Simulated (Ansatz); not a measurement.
EuIn (P4/mmm): spiral at q = 0

Method: Ansatz, DFT, PBEsol, all-electron LAPW, scalar-relativistic.

Command: `ansatz run input.yaml --threads 2 --pin off --max-ram 5120MiB --backend cpu --events-out ev --progress --plain --runs-dir out`

```yaml
crystal:
  lattice:
    - [3.794564, 0.0, 0.0]
    - [0.0, 3.794564, 0.0]
    - [0.0, 0.0, 4.300742]
  atoms:
    - { symbol: Eu, position: [0.0, 0.0, 0.0], spin: 6.8, spin_axis: [1.0, 0.0, 0.0] }
    - { symbol: In, position: [0.5, 0.5, 0.5] }
magnetization:
  noncollinear: true
  spin_spiral: { q: [0.0, 0.0, 0.0] }
kpoints:
  mp_grid: { grid: [12, 12, 8] }
scf:
  occupations: { method: fermi_dirac, width: 0.05 }
hamiltonian:
  xc: pbesol
  pseudopotentials: { kind: all_electron, lapw: { basis_error: 0.0005 } }
output:
  eigenvalues: false
```

Log:

```
settings of this run that can trade accuracy for cost: output.eigenvalues: false. Do not mix this run's numbers with those of runs without the same settings; the input reference describes each key
LAPW: plane waves up to 7.303 Å⁻¹, error target 5.0e-4 eV per atom; small_component_spin mean_spin; In in spheres of 1.594 Å, 21 of its electrons in bands, Dirac shells []; Eu in spheres of 1.845 Å, 27 of its electrons in bands, Dirac shells [] (how accurate: hamiltonian.pseudopotentials.lapw.basis_error, Limitations)
band count auto-derived: 62 (N_el = 48.0; filled up to band 48; 58 by the electrons, moments and atoms)
Engine: ansatz 0.2.0
Pseudopotentials: kind: all_electron
Pseudopotential: Eu, LAPW, valence charge 27, lapw/all_electron/scalar/gaussian/Eu, Koelling and Harmon's equation, gaussian nucleus
Pseudopotential: In, LAPW, valence charge 21, lapw/all_electron/scalar/gaussian/In, Koelling and Harmon's equation, gaussian nucleus
Functional definition: PBEsol
  exchange = pbesol_x
  correlation = pbesol_c
Crystal: 2 atoms, lattice volume = 61.925 Å³
Basis set: ecut = 203.22724149146907 eV, 397 PW (Γ), exchange–correlation at level 2
Bands: 62, of which v1, the nominal top of the filled ones, is band 48 counted from 1 (47 counted from 0)
Symmetry: 16 space group operations
k-points: 140 of 1152
Spin spiral: q = (0, 0, 0) of the reciprocal vectors; moments are told in the frame that turns with it, a site's in that at the site
Non-local potential: Eu, projectors of the file, none
Non-local potential: In, projectors of the file, none
Initial density: superposition of atomic densities (chi_scale 0.1, normalization cell)
Starting moments: Σ|m| = 6.8 μB on 1 of 2 sites
Initial wavefunctions: plane waves of lowest kinetic energy (no species holds an atomic orbital)
Functional: x = pbesol(κ = 0.804, μ = 0.12345679012345678), c = pbesol(β = 0.046)
iter 1 solved again at ethr=1.76e-3 eV; its pass at ethr=1.00e-1 eV (dr2=8.44e-1 eV) is discarded
SCF iter   1: F=—  HF=-454944.420865 eV  |F-HF|=—  |Δ(HF+E_count)|=         —  Δρ=2.40e-2  dr2=8.45e-1  dr2_m=5.33e-2  ethr=1.76e-3  |M|=6.08e0 ∫|m|=6.10e0 μB  β_m=0.30  ⟨swp⟩=2.0  Hψ=54475  notcnv=0
preconditioner: auto → Kerker (q_TF=auto, 2.615 Å⁻¹)  [metal: Δε(μ)=0.000 eV  Ē_g=12.569 eV  σ=0.050 eV  W_gap=0.00  n_scr=18 (ndim 8)  ℏωp=25.0 eV  f_vac=0.000  D(μ)=13.86/eV (n_scr^D=268)]
spin=Noncollinear: Kerker preconditioning applied to the charge; magnetization (m_x, m_y, m_z) channels mix plain (no charge-response kernel on spin).
SCF iter   2: F=—  HF=-454947.049440 eV  |F-HF|=—  |Δ(HF+E_count)|=    2.63e0  Δρ=2.30e-2  dr2=8.64e-1  dr2_m=3.08e-4  ethr=1.76e-3  |M|=6.52e0 ∫|m|=6.52e0 μB  β_m=0.30  ⟨swp⟩=3.0  Hψ=27913  notcnv=0
iter 3 solved again at ethr=8.22e-5 eV; its pass at ethr=1.76e-3 eV (dr2=3.95e-2 eV) is discarded
SCF iter   3: F=—  HF=-454944.116675 eV  |F-HF|=—  |Δ(HF+E_count)|=    2.93e0  Δρ=1.41e-2  dr2=3.94e-2  dr2_m=2.81e-2  ethr=8.22e-5  |M|=7.16e0 ∫|m|=7.16e0 μB  β_m=1.00  ⟨swp⟩=2.0  Hψ=43888  notcnv=0
SCF iter   4: F=—  HF=-454943.827137 eV  |F-HF|=—  |Δ(HF+E_count)|=   2.90e-1  Δρ=8.68e-3  dr2=8.90e-2  dr2_m=1.07e-2  ethr=8.22e-5  |M|=6.84e0 ∫|m|=6.84e0 μB  β_m=0.30  ⟨swp⟩=3.0  Hψ=29303  notcnv=0
SCF iter   5: F=—  HF=-454943.829057 eV  |F-HF|=—  |Δ(HF+E_count)|=   1.92e-3  Δρ=2.43e-3  dr2=4.22e-3  dr2_m=1.01e-4  ethr=8.22e-5  |M|=7.11e0 ∫|m|=7.11e0 μB  β_m=1.00  ⟨swp⟩=2.0  Hψ=25933  notcnv=0
SCF iter   6: F=—  HF=-454943.819859 eV  |F-HF|=—  |Δ(HF+E_count)|=         —  Δρ=1.85e-3  dr2=3.99e-3  dr2_m=4.86e-4  ethr=8.78e-6  |M|=7.05e0 ∫|m|=7.05e0 μB  β_m=0.30  ⟨swp⟩=2.2  Hψ=26104  notcnv=0
the basis was enlarged: its passes take 21.6 MiB over the memory plan, 2 of 2 planned eigensolver slots
SCF iter   7: F=—  HF=-454943.822704 eV  |F-HF|=—  |Δ(HF+E_count)|=   2.85e-3  Δρ=2.22e-3  dr2=4.10e-3  dr2_m=7.01e-4  ethr=8.31e-6  |M|=7.01e0 ∫|m|=7.02e0 μB  β_m=0.30  ⟨swp⟩=2.0  Hψ=25997  notcnv=0
SCF iter   8: F=—  HF=-454943.824411 eV  |F-HF|=—  |Δ(HF+E_count)|=   1.71e-3  Δρ=1.10e-3  dr2=1.47e-3  dr2_m=3.36e-5  ethr=8.31e-6  |M|=7.09e0 ∫|m|=7.10e0 μB  β_m=1.00  ⟨swp⟩=2.0  Hψ=26004  notcnv=0
SCF iter   9: F=—  HF=-454943.821619 eV  |F-HF|=—  |Δ(HF+E_count)|=   2.79e-3  Δρ=9.96e-4  dr2=1.40e-4  dr2_m=1.41e-4  ethr=3.07e-6  |M|=7.06e0 ∫|m|=7.06e0 μB  β_m=0.30  ⟨swp⟩=2.0  Hψ=25997  notcnv=0
SCF iter  10: F=—  HF=-454943.821869 eV  |F-HF|=—  |Δ(HF+E_count)|=   2.50e-4  Δρ=5.23e-4  dr2=1.58e-5  dr2_m=3.88e-5  ethr=2.92e-7  |M|=7.07e0 ∫|m|=7.07e0 μB  β_m=1.00  ⟨swp⟩=2.0  Hψ=26003  notcnv=0
SCF iter  11: F=—  HF=-454943.822238 eV  |F-HF|=—  |Δ(HF+E_count)|=   3.69e-4  Δρ=2.67e-4  dr2=1.21e-4  dr2_m=7.43e-6  ethr=3.29e-8  |M|=7.06e0 ∫|m|=7.06e0 μB  β_m=0.30  ⟨swp⟩=3.0  Hψ=27202  notcnv=0
SCF iter  12: F=—  HF=-454943.822195 eV  |F-HF|=—  |Δ(HF+E_count)|=   4.26e-5  Δρ=2.23e-4  dr2=2.94e-5  dr2_m=7.08e-6  ethr=3.29e-8  |M|=7.07e0 ∫|m|=7.08e0 μB  β_m=1.00  ⟨swp⟩=3.0  Hψ=27115  notcnv=0
SCF iter  13: F=—  HF=-454943.822128 eV  |F-HF|=—  |Δ(HF+E_count)|=   6.72e-5  Δρ=9.51e-5  dr2=1.65e-6  dr2_m=1.28e-6  ethr=3.29e-8  |M|=7.07e0 ∫|m|=7.08e0 μB  β_m=0.30  ⟨swp⟩=2.0  Hψ=26001  notcnv=0
SCF iter  14: F=—  HF=-454943.822131 eV  |F-HF|=—  |Δ(HF+E_count)|=   3.05e-6  Δρ=1.49e-4  dr2=3.83e-6  dr2_m=3.16e-6  ethr=3.44e-9  |M|=7.07e0 ∫|m|=7.07e0 μB  β_m=0.30  ⟨swp⟩=3.0  Hψ=26402  notcnv=0
SCF iter  15: F=—  HF=-454943.822132 eV  |F-HF|=—  |Δ(HF+E_count)|=   1.61e-6  Δρ=5.19e-5  dr2=2.98e-7  dr2_m=3.82e-7  ethr=3.44e-9  |M|=7.07e0 ∫|m|=7.07e0 μB  β_m=0.30  ⟨swp⟩=2.0  Hψ=26008  notcnv=0
Mixer restart at iter 15: flushing history
spin-set hold released at iteration 15 (settled: charge residual and site-moment steps within their bounds): the magnetisation degrees of freedom join the quasi-Newton model from the next iteration; the mixer history was flushed
SCF iter  16: F=—  HF=-454943.822137 eV  |F-HF|=—  |Δ(HF+E_count)|=   4.76e-6  Δρ=8.76e-5  dr2=2.65e-6  dr2_m=1.09e-6  ethr=6.21e-10  |M|=7.07e0 ∫|m|=7.07e0 μB  β_m=0.65  ⟨swp⟩=3.0  Hψ=27038  notcnv=0  recentre
SCF iter  17: F=—  HF=-454943.822164 eV  |F-HF|=—  |Δ(HF+E_count)|=   2.73e-5  Δρ=1.40e-4  dr2=1.99e-5  dr2_m=2.78e-6  ethr=6.21e-10  |M|=7.06e0 ∫|m|=7.07e0 μB  β_m=0.77  ⟨swp⟩=3.0  Hψ=27270  notcnv=0
SCF iter  18: F=—  HF=-454943.822136 eV  |F-HF|=—  |Δ(HF+E_count)|=   2.87e-5  Δρ=1.25e-5  dr2=2.40e-7  dr2_m=2.23e-8  ethr=6.21e-10  |M|=7.07e0 ∫|m|=7.07e0 μB  β_m=0.89  ⟨swp⟩=3.0  Hψ=27906  notcnv=0
SCF iter  19: F=—  HF=-454943.822135 eV  |F-HF|=—  |Δ(HF+E_count)|=   2.68e-7  Δρ=1.77e-6  dr2=3.33e-9  dr2_m=2.96e-10  ethr=5.00e-10  |M|=7.07e0 ∫|m|=7.07e0 μB  β_m=0.77  ⟨swp⟩=2.0  Hψ=26002  notcnv=0
SCF iter  20: F=-454943.822135 eV  HF=-454943.822135 eV  |F-HF|=4.54e-9  |Δ(HF+E_count)|=   1.43e-8  Δρ=1.15e-6  dr2=1.40e-9  dr2_m=1.88e-10  ethr=6.94e-12  |M|=7.07e0 ∫|m|=7.08e0 μB  ⟨swp⟩=2.6  Hψ=26093  notcnv=0
SCF 1 converged in 20 iterations: F = -454943.822135 eV  dr2 = 1.40e-9
WARN: this state was not checked for a lower one beside it: the run's test of it (scf.lower_state_search) could not run behind this SCF: none is made under non-collinear spin (noncollinear)
SCF converged after 20 iterations
Magnetization: |M| = 7.0696 μB,  M = (+7.0696, +0.0000, +0.0000) μB
Absolute magnetization: 7.0751 μB (∫|m|)
  site 0: m = (+6.9388, +0.0000, +0.0000) μB, |m| = 6.9388 μB  (R = 1.84 Å)
  site 1: m = (+0.0329, -0.0000, +0.0000) μB, |m| = 0.0329 μB  (R = 1.59 Å)
Free energy (F): -454943.822135 eV
Harris-Foulkes:  -454943.822135 eV  (|F-HF|=4.54e-9)
Internal energy: -454943.801091 eV  (E = F + TS)
E sigma→0 (E₀):  -454943.811613 eV
Entropy (-TS):   -0.021044 eV (-10.522 meV/atom)
Fermi energy:    12.928214 eV
--- Per-component energies (eV) ---
  E_band       = -1699.050107
  E_kinetic    = 487642.179297
  E_xc         = -10797.619398
  E_electrostatic = -931788.360990  (all electrons and nuclei)
  E_smearing   = -0.021044  (= −TS)
  E_closure    = 0.000000  (closes the sum)
  E_atoms      = -454929.323148  (free atoms, spherical and without spin; not in F)
  Σ components = -454943.822135   (vs F -454943.822135, Δ=0.00e0)
  Basis errors (estimates in eV, not in F): energy 8.9e-5 per atom: plane waves 5.8e-5 (2.9e-5 summed), levels above the bands 3.4e-39, relativity 1.1e-8, radial functions 3.1e-5, core shells 2.7e-7; eigenvalues (radial functions only) 9.6e-7; not estimated: angular momenta, meshes, grids; target (lapw.basis_error) 5.0e-4; muffin-tin radii In 1.594 Å, Eu 1.845 Å
settings of this run that can trade accuracy for cost: output.eigenvalues: false. Do not mix this run's numbers with those of runs without the same settings; the input reference describes each key
```

Site moments (μB): Eu1 6.94, In2 0.03. Cell moment 7.07 μB in the turning frame.

Without U a semilocal functional puts the f levels too near the Fermi level, which can change moments and the order of magnetic states; site and cell moments are spin moments. Spin–orbit coupling is left out although heavy atoms are present. In at least one run the program's final test of stability wasn't made or came to no verdict. With open f shells a run can end in a state that isn't the lowest. None of this fixes the real material's magnetic order: only patterns that fit the cell were computed, at zero temperature, with a functional that can overstate moments.

It took 6.1 min on 2 threads of Intel(R) Xeon(R) Platinum 8259CL CPU @ 2.50GHz (Skylake/Cascade Lake), on a shared host, peak memory 1.7 GiB.
